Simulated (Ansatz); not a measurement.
CdC2 at 2 GPa (stress–strain coefficients): relaxed-ion elastic tensor

All numbers below come from DFT PBE, scalar-relativistic, plane waves, PAW (Ansatz 0.2.0). Cutoff 420 eV, 10×10×10 k-points (Γ-centred), fixed occupations. No spin polarisation.

The cell, relaxed at 2 GPa:
```yaml
crystal:
  lattice:
    - [-1.72758, 2.32061, 2.57893]
    - [1.72758, -2.32061, 2.57893]
    - [1.72758, 2.32061, -2.57893]
  atoms:
    - { symbol: Cd, position: [0.00000, 0.00000, 0.00000] }
    - { symbol: C, position: [0.36426, 0.50000, 0.86426] }
    - { symbol: C, position: [0.63574, 0.50000, 0.13574] }
```

The cell was built by swapping an element in a database structure (itself possibly hypothetical) and relaxing; it need not be the stable form of this composition.

(1) Give the relaxed-ion elastic constants (GPa, Voigt order xx yy zz yz xz xy, on the axes of the cell above).

(2) Is the crystal stable against homogeneous strain?

(3) And the moduli of a polycrystal (Hill averages)?

Answers

(1)
```
137.2  76.0  44.6   0.0   0.0   0.0
 76.0 205.8  49.7   0.0   0.0   0.0
 44.6  49.7 121.5   0.0   0.0   0.0
  0.0   0.0   0.0  10.7   0.0   0.0
  0.0   0.0   0.0   0.0  31.0   0.0
  0.0   0.0   0.0   0.0   0.0  31.3
```

(2) Yes: the least eigenvalue of the tensor is 10.7 GPa.

(3) B = 86 GPa, G = 30 GPa, E = 80 GPa, ν = 0.35.

Cost: 1 run of about 3 core-minutes, on Intel Xeon 6975P-C (Granite Rapids) (shared hosts).